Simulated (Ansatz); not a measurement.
Ansatz (a program for electronic structure) input:

Ansatz 0.2 input:
```yaml
crystal:
  lattice:
    - [1.8449997826, -7.4319362856, 0.0]
    - [1.8449997826, 7.4319362856, 0.0]
    - [0.0, 0.0, 3.6647305499]
  atoms:
    - { symbol: Si, position: [0.9482669842, 0.0517330158, 0.75] }
    - { symbol: Si, position: [0.0517330158, 0.9482669842, 0.25] }
    - { symbol: Si, position: [0.2497857442, 0.7502142558, 0.75] }
    - { symbol: Si, position: [0.7502142558, 0.2497857442, 0.25] }
    - { symbol: Zr, position: [0.6058512681, 0.3941487319, 0.75] }
    - { symbol: Zr, position: [0.3941487319, 0.6058512681, 0.25] }
kpoints:
  mp_grid: { grid: [11, 11, 11] }
hamiltonian:
  xc: r2scan
  pseudopotentials: { kind: paw }
scf:
  occupations: { method: gaussian, width: 0.05 }
checkpoint: { read: metal.run }
output: { write_density: true, elf: true, volumetric_format: npy }
```

Output (shortened):

```
basis.fft_grid_basis auto: the FFT boxes are laid along the combinations [[1, 1, 0], [0, 1, 0], [0, 0, 1]] of the cell's own vectors, 3.690, 7.658 and 3.665 Å …
Pseudopotential: Si, paw, valence charge 4
Pseudopotential: Zr, paw, valence charge 12
Functional definition: r2SCAN
Crystal: 6 atoms, lattice volume = 100.501 Å³
Basis set: ecut = 500 eV, 2557 PW (Γ), FFT grids on a1+a2, a2, a3, exchange–correlation on 108×240×108 points (64 copies of the dense FFT grid, shifted against one another)
Bands: 32, of which v1, the nominal top of the filled ones, is band 20 counted from 1 (19 counted from 0)
Symmetry: 8 space group operations
Space group: Cmcm (ITA 63), of the structure as read, at distance tolerance 4.6e-5 Å
k-points: 216 of 1331
Stability of the state it starts from, as read at its close in the unpolarized treatment …
iter 1 solved again at ethr=2.22e-7 eV; its pass at ethr=3.10e-3 eV (dr2=8.87e-5 eV) is discarded
SCF iter   1: F=—  HF=-10950.286939 eV  |F-HF|=—  |Δ(HF+E_count)|=         —  Δρ=5.01e-7  dr2=1.14e-10  dr2_τ=1.38e-11  ethr=2.22e-7  ⟨swp⟩=3.0  Hψ=53480  notcnv=0
preconditioner: auto → Kerker (q_TF=auto, 2.340 Å⁻¹)
SCF iter   2: F=-10950.286939 eV  HF=-10950.286939 eV  |F-HF|=1.09e-11  |Δ(HF+E_count)|=   2.17e-8  Δρ=2.03e-7  dr2=2.35e-11  dr2_τ=2.15e-11  ethr=1.00e-12  ⟨swp⟩=6.7  Hψ=27903  notcnv=0
SCF 1 converged in 2 iterations: F = -10950.286939 eV  dr2 = 2.35e-11
SCF converged after 2 iterations
Free energy (F): -10950.286939 eV
Harris-Foulkes:  -10950.286939 eV  (|F-HF|=1.09e-11)
Internal energy: -10950.285543 eV  (E = F + TS)
E sigma→0 (E₀):  -10950.286241 eV
Entropy (-TS):   -0.001396 eV (-0.233 meV/atom)
Fermi energy:    12.709357 eV
--- Per-component energies (eV) ---
  E_band       = -149.921362
  E_kinetic    = 835.114064
  E_local      = -1520.273080  (includes V_loc(G=0)·N_el)
  E_nonlocal   = 256.784910
  E_hartree    = 522.911971
  E_xc         = -522.698219
  E_vxc        = -629.209211  (∫ρ·V_xc dr)
  E_paw        = -8019.432647  (= ΣΔE_a)
  E_vpaw       = -171.225230  (= ΣTr[D̂ρ^β])
  E_aug_tail   = 0.000037  (compensation charges beyond the density's cutoff)
  E_vtau       = 33.063231  (kinetic-family band-sum trace: ∫τ·v_τ [+ j·A + Jᵃ·Aᵃ] dr)
  E_ewald      = -2502.057363
  E_core_change = -0.635215  (= ΣΔE_core)
  E_smearing   = -0.001396  (= −TS)
  E_closure    =  0.000000  (closes the sum)
  Σ components = -10950.286939   (vs F -10950.286939, Δ=0.00e0)
  [band-id]    e_kinetic+e_local+e_nonlocal+2·e_hartree+e_vxc+e_vpaw+e_augmentation_tail+e_vtau = -149.921338   (vs E_band -149.921362, Δ=2.46e-5)
--- Band table (eV; the first three rows and the last of 216) ---
  k-point 0: bands = ["-37.8288", "-37.8166", "-15.3833", "-15.2222", "-15.2175", "-15.1999", "-15.1661", "-15.1298", "-0.1699", "1.5552", "4.4418", "9.0028", "9.4173", "9.5597", "9.7305", "10.0553", "10.0586", "10.1708", "10.2655", "12.6965", "13.9339", …
  k-point 1: bands = ["-37.8277", "-37.8160", "-15.3788", "-15.2226", "-15.2201", "-15.1987", "-15.1775", "-15.1458", "-0.0648", "1.6302", "4.5494", "8.2799", "8.6910", "9.6327", "9.7934", "10.0662", "10.2642", "10.2819", "10.7157", "13.1095", "13.3752", …
  k-point 2: bands = ["-37.8246", "-37.8143", "-15.3667", "-15.2465", "-15.2145", "-15.1981", "-15.1957", "-15.1876", "0.2464", "1.8550", "4.8436", "7.0949", "7.5288", "9.7864", "9.9673", "10.0792", "10.2886", "10.4159", "11.4502", "12.6015", "13.0636", …
  k-point 215: bands = ["-37.8127", "-37.8110", "-15.3728", "-15.3712", "-15.2505", "-15.2382", "-15.1930", "-15.1895", "2.6528", "2.8005", "3.6350", "3.7574", "8.2785", "8.9710", "9.3748", "9.8501", "10.2982", "10.5130", "11.4098", "12.1394", "12.4222", …
```

Cost: roughly 50 core-seconds on shared cores.

Symmetry was held in the r²SCAN relaxation; of distortions, only those at the zone centre were tested. No spin polarisation was allowed. Scalar-relativistic: spin–orbit coupling is off unless named, which matters more the heavier the elements.

Potentials: the later of the program's two PAW sets.

Ansatz is a plane-wave DFT program.
